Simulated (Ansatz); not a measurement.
GaP:
```yaml
crystal:
  lattice:
    - [0.00000, 2.72569, 2.72569]
    - [2.72569, 0.00000, 2.72569]
    - [2.72569, 2.72569, 0.00000]
  atoms:
    - { symbol: P, position: [0.75000, 0.75000, 0.75000] }
    - { symbol: Ga, position: [0.00000, 0.00000, 0.00000] }
```

The program Ansatz at the r²SCAN level (PAW) gives a gap of 1.84 eV without spin–orbit coupling, maximum at Γ, minimum on the Γ–X line, 85 % of the way from Γ.

Task: What happens when spin–orbit coupling is switched on?

Result: The gap decreases by 0.02 eV, to 1.82 eV; maximum at Γ, minimum on the Γ–X line, 85 % of the way from Γ.

Task: How large is the spin–orbit splitting of the valence top at Γ?

Result: The fourfold level lies 0.08 eV above the split-off pair.

Space group F-43m (zinc blende). Symmetry was held in the r²SCAN relaxation; phonons on a q-mesh show no instability.

Potentials: the later of the program's two PAW sets.
